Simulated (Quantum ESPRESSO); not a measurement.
Space group F-43m (No. 216); a = b = c = 5.6628 Å, α = β = γ = 90.00°

```tsv
atom	site	symmetry	x	y	z
Be	4a	-43m	0.0000	0.0000	0.0000
Te	4d	-43m	0.7500	0.7500	0.7500
```
(The calculation used a cell of 2 atoms; values per cell refer to that cell.)

The PBEsol cell relaxed from Materials Project entry mp-252 was given an isotropic strain of +1 % on all lattice vectors, and the atoms were relaxed again.

### Question
What does PBE (stringent potentials; Quantum ESPRESSO, PseudoDojo norm-conserving, 107 Ry, without SOC) give for the electronic structure near the Fermi level?

### Answer
The PBE gap is indirect, 2.03 eV, from Γ to X; the smallest direct gap is 3.65 eV. Spin-orbit coupling is left out, which matters for elements this heavy: edges can move by tenths of an eV.
